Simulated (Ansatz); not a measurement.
## Non-collinear states of Ni (Fm-3m)

Geometry: a structure as deposited in COD, repeated to hold the magnetic orders; nothing is relaxed.

Functional, mesh and filling: LDA, 14×14×5 k mesh, Fermi–Dirac smearing of 0.1 eV. PAW means Ansatz 0.2.0 on its default frozen-core files. Site moments are integrated in spheres about the atoms.

The reference run was typed so:

```yaml
crystal:
  lattice:
    - [0.0, 1.761935, 1.761935]
    - [-1.761935, 1.761935, 0.0]
    - [-3.52387, -3.52387, 3.52387]
  atoms:
    - { symbol: Ni, position: [0.0, 0.0, 0.0], spin: 0.6, spin_axis: [0.0, 0.0, 1.0] }
    - { symbol: Ni, position: [0.3333333333, 0.3333333333, 0.3333333333], spin: 0.6, spin_axis: [0.0, 0.0, 1.0] }
    - { symbol: Ni, position: [0.6666666667, 0.6666666667, 0.6666666667], spin: 0.6, spin_axis: [0.0, 0.0, 1.0] }
magnetization:
  noncollinear: true
kpoints:
  mp_grid: { grid: [14, 14, 5] }
scf:
  occupations: { method: fermi_dirac, width: 0.1 }
  lower_state_search: "off"
hamiltonian:
  xc: lda
  pseudopotentials: { kind: paw }
output:
  eigenvalues: false
```

Command: `ansatz run input.yaml --threads 2 --pin off --max-ram 6144MiB --backend cpu --events-out ev --progress --plain --runs-dir out`

The input for «in-plane start at Ni1 0°, Ni2 240°, Ni3 120°» by PAW differs from it in these lines, output keys apart:

```diff
-    - { symbol: Ni, position: [0.0, 0.0, 0.0], spin: 0.6, spin_axis: [0.0, 0.0, 1.0] }
-    - { symbol: Ni, position: [0.3333333333, 0.3333333333, 0.3333333333], spin: 0.6, spin_axis: [0.0, 0.0, 1.0] }
-    - { symbol: Ni, position: [0.6666666667, 0.6666666667, 0.6666666667], spin: 0.6, spin_axis: [0.0, 0.0, 1.0] }
+    - { symbol: Ni, position: [0.0, 0.0, 0.0], spin: 0.6, spin_axis: [1.0, 0.0, 0.0] }
+    - { symbol: Ni, position: [0.3333333333, 0.3333333333, 0.3333333333], spin: 0.6, spin_axis: [-0.5, -0.8660254, 0.0] }
+    - { symbol: Ni, position: [0.6666666667, 0.6666666667, 0.6666666667], spin: 0.6, spin_axis: [-0.5, 0.8660254, 0.0] }
```

The runs use spinors without spin–orbit coupling, and in-plane angles count from x. Energies count from the run that starts parallel.

```tsv
state	ΔF PAW (meV/atom)	largest moment, PAW (μB)	size of M, PAW (μB/cell)	directions kept
parallel moments on spinors	0.0	0.62	1.77	yes
in-plane start at Ni1 0°, Ni2 240°, Ni3 120°	?	0.00	0.00	no
start Ni1↑ Ni2↑ Ni3↓ on spinors	0.0	0.62	1.77	no
```

Q: Fill in "ΔF PAW (meV/atom)" for the row "in-plane start at Ni1 0°, Ni2 240°, Ni3 120°".

A: +24.9.

For the state «in-plane start at Ni1 0°, Ni2 240°, Ni3 120°», by PAW: The moments died out: the run ends unmagnetised.

The PAW files were made with PBE; the program remakes their cores once for the run's functional and then keeps them frozen. The Ansatz runs typed with the search for lower states off end where their start leads. The magnetic state is the one that this cell and start allow. It needn't be the compound's measured order, which may need a larger cell or be absent.
